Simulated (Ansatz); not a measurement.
A distorted cell of KI (rock salt):

```
CELL_PARAMETERS angstrom
      0.00000     7.18126     7.18126
      3.59063     0.00000     3.59063
      3.59063     3.59063     0.00000
ATOMIC_POSITIONS crystal
  I  0.00000 0.00000 0.00000
  I  0.50000 0.00000 0.00000
  K  0.23995 0.50670 0.50670
  K  0.76005 0.49330 0.49330
```

Calculation: PBE (plane waves to 420 eV, PAW, scalar-relativistic; Ansatz, a program for electronic structure). k mesh 4×8×8 (Γ-centred), Fermi-Dirac smearing 0.05 eV. Stress and pressure are positive under compression. KI was relaxed with its symmetry unable to fall. Spin-orbit coupling is left out, though I is heavy. The relaxed volume of KI is well above the measured one; the method has no dispersion term.

### Question
What forces act on the atoms (eV/Å, Cartesian)?

### Answer
| atom | Fx | Fy | Fz |
|---|---|---|---|
| I1 | 0.000 | 0.000 | 0.000 |
| I2 | 0.000 | 0.000 | 0.000 |
| K3 | -0.100 | 0.100 | 0.100 |
| K4 | 0.100 | -0.100 | -0.100 |

(For displaced atoms, the force is minus the slope of the energy, and its curvature is a force constant, which sets phonon frequencies.)
